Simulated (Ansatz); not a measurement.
A: BaTiO3 (cubic perovskite), a = b = c = 4.0195 Å, α = β = γ = 90.00°
B: SiC (zinc blende), a = b = c = 4.3797 Å, α = β = γ = 90.00°
C: AlAs (zinc blende), a = b = c = 5.728 Å, α = β = γ = 90.00°
D: Mg2Si (antifluorite type, space group Fm-3m), a = 6.364 Å, b = 6.364 Å, c = 6.364 Å, α = 90.00°, β = 90.00°, γ = 90.00°

Scan: energy against volume (even scaling of the relaxed cell, symmetry kept). One method and one kind of scan serve all of them; meshes and ranges differ. All were relaxed with their symmetry unable to fall. BaTiO3 is run without spin polarisation. The PAW data are Ansatz's earlier set. This is a high-temperature form of BaTiO3.

Q: Order them by bulk modulus (fitted) (highest first) at the level PBE (plane waves to 420 eV, PAW, scalar-relativistic; Ansatz, an electronic-structure program).

A: B (213 GPa), A (163 GPa), C (67.1 GPa), D (54.0 GPa)

(Under strain, the slope of the energy per volume gives the stress and its curvature an elastic modulus.)
